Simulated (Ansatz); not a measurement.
Ru3W (Cu3Au type, space group No. 221) under volume change, DFT-PBE in the program Ansatz with PAW potentials, scaled uniformly.

| V (Å³/atom) | E − E(relaxed) (meV/atom) | P (GPa) |
|---|---|---|
| 13.056 | [?] | [?] |
| 13.486 | [?] | [?] |
| 13.916 | 13.2 | 10.11 |
| 14.347 | 0.0 | 0.00 |
| 14.777 | 11.8 | -8.54 |
| 15.208 | 44.7 | -15.73 |
| 15.638 | 95.3 | -21.78 |

**Question.** Fill in the missing entries.

**Answer.** 
- 13.056, E − E(relaxed) (meV/atom): 133.9
- 13.056, P (GPa): 36.29
- 13.486, E − E(relaxed) (meV/atom): 56.0
- 13.486, P (GPa): 22.09

**Question.** What does a third-order Birch–Murnaghan fit give for V₀, B₀ and B′?

**Answer.** V₀ = 14.35 Å³/atom, B₀ = 309 GPa, B′ = 4.6.

Space group Pm-3m (Cu3Au type). The cell is a constructed one: a structure type filled with these elements; neither database checked (COD, Materials Project) lists it. Whether it is the stable phase at ambient conditions was not checked. The cell was relaxed with PBE under the symmetry of its start; its stability against distortions is not shown here. No spin polarisation was allowed. Spin–orbit coupling is left out wherever it is not named.

Potentials: the earlier of the program's two PAW sets.
